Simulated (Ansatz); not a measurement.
LiGeN in space group P6_3mc (No. 186; Li on 2b, Ge on 2a, N on 2b) at seven volumes, the program Ansatz at the LDA level (PAW), shape and atoms relaxed at each. One row is withheld.

```tsv
V (Å³/atom)	P (GPa)
10.495	9.03
10.841	5.53
11.187	2.53
11.533	0.02
11.879	?
12.225	-3.83
12.571	-5.21
```

Fit the shown pressures and predict the withheld one.

Third-order Birch–Murnaghan: P = (3/2)B₀(x^(7/2) − x^(5/2))[1 + (3/4)(B′ − 4)(x − 1)] with x = (V₀/V)^(2/3). Least squares on the six rows gives V₀ = 11.538 Å³/atom, B₀ = 75.55 GPa, B′ = 4.94. At V = 11.879, x = 0.9808 and P = -2.05 GPa. The run itself gave -2.10 GPa.

The workflow started from a Materials Project entry (that database holds measured and hypothetical structures alike); the Crystallography Open Database copy checked does not list it. Its standing as an ambient phase is unchecked. The LDA relaxation kept the symmetry of its start; whether a distortion lowers the energy is not shown.

Potentials: the later of the program's two PAW sets.
